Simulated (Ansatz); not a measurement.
# Data sheet: BAs (DFT)

BAs:
```cif
data_As2B2
_chemical_formula_sum 'B2 As2'
_space_group_name_H-M_alt 'P 1'
_space_group_IT_number 1
_cell_length_a 3.26271
_cell_length_b 3.26271
_cell_length_c 5.44708
_cell_angle_alpha 90.000
_cell_angle_beta 90.000
_cell_angle_gamma 120.000
loop_
_space_group_symop_operation_xyz
  'x, y, z'
loop_
_atom_site_label
_atom_site_type_symbol
_atom_site_fract_x
_atom_site_fract_y
_atom_site_fract_z
_atom_site_occupancy
B1 B 0.00000 0.00000 0.00000 1
B2 B 0.00000 0.00000 0.50000 1
As1 As 0.33333 0.66667 0.25000 1
As2 As 0.66667 0.33333 0.75000 1
```

Space group P6_3/mmc (No. 194), NiAs type; conventional cell a = b = 3.263 Å, c = 5.447 Å, α = β = 90.00°, γ = 120.00°.

Method: DFT-PBE in the program Ansatz with PAW potentials. The cell and atoms are relaxed at this level. Other levels are named where they apply.

**Cell and energy**

| Property | Value |
|---|---|
| Volume per atom | 12.55 Å³ |
| Density | 5.67 g/cm³ |
| Formation energy from the elements (no fitted shifts) | 975 meV/atom |

**Electronic structure**

| Property | Value |
|---|---|
| Electronic character | metallic (no gap) |
| Density of states at the Fermi level | 0.31 states/eV per atom (mean over ±0.08 eV) |
| Gap with spin–orbit coupling | none (metallic) |

**Mechanics**

| Property | Result |
|---|---|
| Bulk modulus (Birch–Murnaghan fit) | 122 GPa |
| Pressure derivative B′ | 4.3 |

The start of the workflow was typed in or built on a structure type; neither database checked (COD, Materials Project) lists it. It is not the phase usual at ambient conditions (space group No. 216). The PBE relaxation kept the symmetry of its start; its stability against distortions is not shown here. Its formation energy is positive at this level, so the cell may be metastable or incomplete. The references are the lowest solids computed at this level, not always the standard phases. Spin–orbit coupling is left out wherever it is not named.

Potentials: the earlier of the program's two PAW sets.
